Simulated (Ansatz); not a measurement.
CuCl (zinc blende)

```
CELL_PARAMETERS angstrom
      0.00000     2.71202     2.71202
      2.71202     0.00000     2.71202
      2.71202     2.71202     0.00000
ATOMIC_POSITIONS crystal
  Cl 0.75000 0.75000 0.75000
  Cu 0.00000 0.00000 0.00000
```

The slice is a {111} plane (indices of the conventional cell) through the point (0.000, 0.000, 0.000) (fractional), spanned by u = [100] and v = [-1 2 0] in vectors of this cell: u (3.84 Å) and v (6.64 Å, at 90° to u). It covers one period; positions are fractions (u, v).

These are PBE (plane waves to 420 eV, PAW, scalar-relativistic; Ansatz, a program for electronic structure) values and carry that method's errors. k mesh 11×11×11. These are valence fields of a PAW run, semicore shells included where kept as valence: close to a nucleus they are smooth pseudo fields. CuCl is run without spin polarisation. CuCl was relaxed with its symmetry unable to fall.

Problem. Predict the map of the electron localisation function (ELF) on the slice.

Solution. 
| v \ u | 0.00 | 0.08 | 0.17 | 0.25 | 0.33 | 0.42 | 0.50 | 0.58 | 0.67 | 0.75 | 0.83 | 0.92 |
|---|---|---|---|---|---|---|---|---|---|---|---|---|
| 0.90 | 0.24 | 0.20 | 0.13 | 0.19 | 0.65 | 0.81 | 0.83 | 0.81 | 0.65 | 0.19 | 0.13 | 0.20 |
| 0.80 | 0.12 | 0.11 | 0.18 | 0.51 | 0.77 | 0.83 | 0.84 | 0.83 | 0.77 | 0.51 | 0.18 | 0.11 |
| 0.70 | 0.02 | 0.03 | 0.08 | 0.19 | 0.33 | 0.44 | 0.47 | 0.44 | 0.33 | 0.19 | 0.08 | 0.03 |
| 0.60 | 0.04 | 0.05 | 0.10 | 0.14 | 0.16 | 0.19 | 0.21 | 0.19 | 0.16 | 0.14 | 0.10 | 0.05 |
| 0.50 | 0.42 | 0.31 | 0.15 | 0.14 | 0.24 | x | x | x | 0.24 | 0.14 | 0.15 | 0.31 |
| 0.40 | 0.83 | 0.81 | 0.65 | 0.19 | 0.13 | 0.20 | 0.24 | 0.20 | 0.13 | 0.19 | 0.65 | 0.81 |
| 0.30 | 0.84 | 0.83 | 0.77 | 0.51 | 0.18 | 0.11 | 0.12 | 0.11 | 0.18 | 0.51 | 0.77 | 0.83 |
| 0.20 | 0.47 | 0.44 | 0.33 | 0.19 | 0.08 | 0.03 | 0.02 | 0.03 | 0.08 | 0.19 | 0.33 | 0.44 |
| 0.10 | 0.21 | 0.19 | 0.16 | 0.14 | 0.10 | 0.05 | 0.04 | 0.05 | 0.10 | 0.14 | 0.16 | 0.19 |
| 0.00 | x | x | 0.24 | 0.14 | 0.15 | 0.31 | 0.42 | 0.31 | 0.15 | 0.14 | 0.24 | x |

Values: electron localisation function (ELF). Points within 0.5 Å of a nucleus are blanked (x), as the pseudised field means little there.
